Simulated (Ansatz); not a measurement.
BeS (zinc blende), conventional cell a = 4.8760 Å, b = 4.8760 Å, c = 4.8760 Å, α = 90.00°, β = 90.00°, γ = 90.00°. The calculation uses the primitive cell of 2 atoms, to which meshes and values per cell refer.

This relaxed cell (volume V₀) is scaled evenly in all directions, its shape held. Symmetry pins the atoms to their sites.

These are PBE (plane waves to 420 eV, PAW, scalar-relativistic; Ansatz, an electronic-structure program) values and carry that method's errors. k mesh 12×12×12 (Γ-centred), Fermi-Dirac smearing 0.05 eV. The energy includes the smearing's −TS. Compression counts positive. BeS was relaxed with its symmetry unable to fall. ΔE is measured from the relaxed starting cell.

Task: What ΔE (meV/atom) and P (GPa) does the calculation give at V/V₀ = 0.900, 0.975, 1.025, 1.050, 1.075?

Result: 
```tsv
V/V₀	ΔE (meV/atom)	P (GPa)
0.900	49.7	12.0
0.975	2.7	2.5
1.025	2.5	-2.2
1.050	9.7	-4.1
1.075	21.0	-5.9
```

(A scan under strain: stresses follow from slopes of the energy per volume, elastic moduli from its curvatures.)
